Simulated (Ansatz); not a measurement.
Given:

ZnCu2GeS4:
```cif
data_Cu4Ge2S8Zn2
_chemical_formula_sum 'Cu4 Zn2 Ge2 S8'
_space_group_name_H-M_alt 'I-4'
_space_group_IT_number 82
_space_group_name_Hall 'I -4'
_cell_length_a 5.21145
_cell_length_b 5.21145
_cell_length_c 10.37700
_cell_angle_alpha 90.000
_cell_angle_beta 90.000
_cell_angle_gamma 90.000
loop_
_atom_site_label
_atom_site_type_symbol
_atom_site_symmetry_multiplicity
_atom_site_Wyckoff_symbol
_atom_site_fract_x
_atom_site_fract_y
_atom_site_fract_z
_atom_site_occupancy
Cu1 Cu 2 a 0.00000 0.00000 0.00000 1
Cu2 Cu 2 c 0.00000 0.50000 0.25000 1
Zn1 Zn 2 d 0.50000 0.00000 0.25000 1
Ge1 Ge 2 b 0.00000 0.00000 0.50000 1
S1 S 8 g 0.24521 0.25509 0.37599 1
```
(The calculation used a cell of 8 atoms; values per cell refer to that cell.)

This is the LDA-relaxed structure.

Problem. All from plane-wave PAW LDA (Ansatz code), unless another level is named. Estimate the bulk modulus (Birch–Murnaghan fit).

Solution. 94.3 GPa.

Problem. What about the highest zone-centre frequency (without LO–TO term)?

Solution. 372 cm⁻¹.

Symmetry was held in the LDA relaxation. The run is not spin-polarised.

Potentials: the later of the program's two PAW sets.
